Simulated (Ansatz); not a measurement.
AlGaN₂:
```cif
data_AlGaN2
_chemical_formula_sum 'Al1 Ga1 N2'
_space_group_name_H-M_alt 'P 1'
_space_group_IT_number 1
_cell_length_a 3.14342
_cell_length_b 3.14342
_cell_length_c 5.09288
_cell_angle_alpha 90.000
_cell_angle_beta 90.000
_cell_angle_gamma 120.000
loop_
_space_group_symop_operation_xyz
  'x, y, z'
loop_
_atom_site_label
_atom_site_type_symbol
_atom_site_fract_x
_atom_site_fract_y
_atom_site_fract_z
_atom_site_occupancy
Al1 Al 0.00000 0.00000 0.99930 1
Ga1 Ga 0.66667 0.33333 0.49730 1
N1 N 0.66667 0.33333 0.11220 1
N2 N 0.00000 0.00000 0.62759 1
```

Relaxed with r²SCAN. r²SCAN (plane waves, PAW; program Ansatz) gives a gap of 3.39 eV.

### Question
What gap does HSE06 give on the same cell (Ansatz, PAW)?

### Answer
4.21 eV, 0.82 eV more. The hybrid was solved on a coarser mesh and at special points; its gap is the smallest among all of these.

```
k  v1 r²SCAN  c1 r²SCAN  v1 HSE06  c1 HSE06
-  ---------  ---------  --------  --------
Γ       0.00       3.39      0.00      4.21
A      -0.21       5.49       ___       ___
K      -2.69       5.54     -2.86      6.22
H      -1.13       7.25       ___       ___
M      -0.90       5.87       ___       ___
L      -1.47       5.13       ___       ___
```

### Question
Top valence (v1) and lowest conduction level (c1) in eV from each method's valence maximum (which need not be a listed point): supply the withheld HSE06 values.

### Answer

- M, v1 HSE06: -0.95
- M, c1 HSE06: 6.56
- L, v1 HSE06: -1.54
- L, c1 HSE06: 5.86
- A, v1 HSE06: -0.22
- A, c1 HSE06: 6.41
- H, v1 HSE06: -1.16
- H, c1 HSE06: 8.12

Cost on shared cores: the r²SCAN run (SCF on a 10×10×6 mesh, then bands and DOS) roughly 50 core-seconds, the HSE06 run (SCF on 7×7×4, then a few points) around 2.1 core-minutes (rough); the tasks are unlike.

Space group P3m1. The workflow started from a Materials Project entry (that database holds measured and hypothetical structures alike); the Crystallography Open Database copy checked does not list it. With Al and Ga taken as one species the cell has the higher symmetry P6_3mc, so it may be an ordered model of a mixed-site phase. Its standing as an ambient phase is unchecked. Symmetry was held in the r²SCAN relaxation; whether a distortion lowers the energy is not shown. Spin–orbit coupling is left out wherever it is not named.

Potentials: the later of the program's two PAW sets.
